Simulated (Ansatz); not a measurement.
Data:

GaSb:
```yaml
crystal:
  lattice:
    - [4.32144, 0.00000, 0.00000]
    - [-2.16072, 3.74247, 0.00000]
    - [0.00000, 0.00000, 7.12503]
  atoms:
    - { symbol: Ga, position: [0.66667, 0.33333, 0.50050] }
    - { symbol: Ga, position: [0.33333, 0.66667, 0.00050] }
    - { symbol: Sb, position: [0.66667, 0.33333, 0.87440] }
    - { symbol: Sb, position: [0.33333, 0.66667, 0.37440] }
```

This is the r²SCAN-relaxed structure.

**Question.** All from the program Ansatz at the r²SCAN level (PAW), unless another level is named. Estimate the HSE06 gap on the r²SCAN cell.

**Answer.** 0.71 eV.

**Question.** Give the formation energy from the elements (no fitted shifts).

**Answer.** -220 meV/atom.

**Question.** What about the hole effective mass with spin–orbit coupling?

**Answer.** 0.022, 0.022, 0.56 mₑ (principal values).

**Question.** What about the valence-band maximum?

**Answer.** at Γ.

Space group P6_3mc (wurtzite). The workflow started from a Materials Project entry (that database holds measured and hypothetical structures alike); the Crystallography Open Database copy checked does not list it. It is not the phase usual at ambient conditions (space group No. 216). The cell was relaxed with r²SCAN under the symmetry of its start; its stability against distortions is not shown here. The references are the lowest solids computed at this level, not always the standard phases. Scalar-relativistic: spin–orbit coupling is off unless named, which matters more the heavier the elements.

Potentials: the later of the program's two PAW sets.
